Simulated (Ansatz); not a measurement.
Data:

Generalised stacking fault of BN (zinc blende) on the {111} plane, glide cut. The cell below holds the perfect crystal with the plane normal along z; tilting its third vector by the shift puts one fault into each cell, between planes 0.52 Å apart, at fixed cell height.

```yaml
crystal:
  lattice:
    - [2.56306, 0.00000, 0.00000]
    - [1.28153, 2.21968, 0.00000]
    - [0.00000, 0.00000, 6.27819]
  atoms:
    - { symbol: N, position: [0.66667, 0.66667, 0.04167] }
    - { symbol: N, position: [0.33333, 0.33333, 0.37500] }
    - { symbol: N, position: [0.00000, 0.00000, 0.70833] }
    - { symbol: B, position: [0.00000, 0.00000, 0.95833] }
    - { symbol: B, position: [0.66667, 0.66667, 0.29167] }
    - { symbol: B, position: [0.33333, 0.33333, 0.62500] }
```

In-plane vectors a = (2.563, 0.000) Å, b = (1.282, 2.220) Å, area 5.69 Å². The shift is s times the vector a + b (length 4.439 Å), so s = 1 restores the start. Atoms relax along the normal only. γ = [E(shift) − E(0)] / area.

Computed with PBE (plane waves to 420 eV, PAW, scalar-relativistic; Ansatz, a program for electronic structure). k mesh 12×12×5 (Γ-centred), Fermi-Dirac smearing 0.05 eV. E is the zero-smearing estimate. Some relaxations began with atoms very close together and may have settled on another branch. Faults lie only 6.3 Å apart, and holding the cell height raises γ above its relaxed value. BN was relaxed with its symmetry unable to fall. γ is measured from zero shift.

The scan covers s from 0.000 to 0.917 in 12 points.

At which s is γ highest?

s = 0.333.

Does γ have a local minimum between the ends of the line, and at which s?

s = 0.667.

What is the highest γ among twelve even steps of s?

15.50 J/m².

Which barrier is met on the easier way from s = 0 (or 1) to s = 0.667?

3.35 J/m².

What is γ at the local minimum s = 0.667, the intrinsic stacking fault?

192 mJ/m².

(The slope of γ gives the shear force per area between the displaced halves; near zero shift its curvature is an elastic stiffness.)
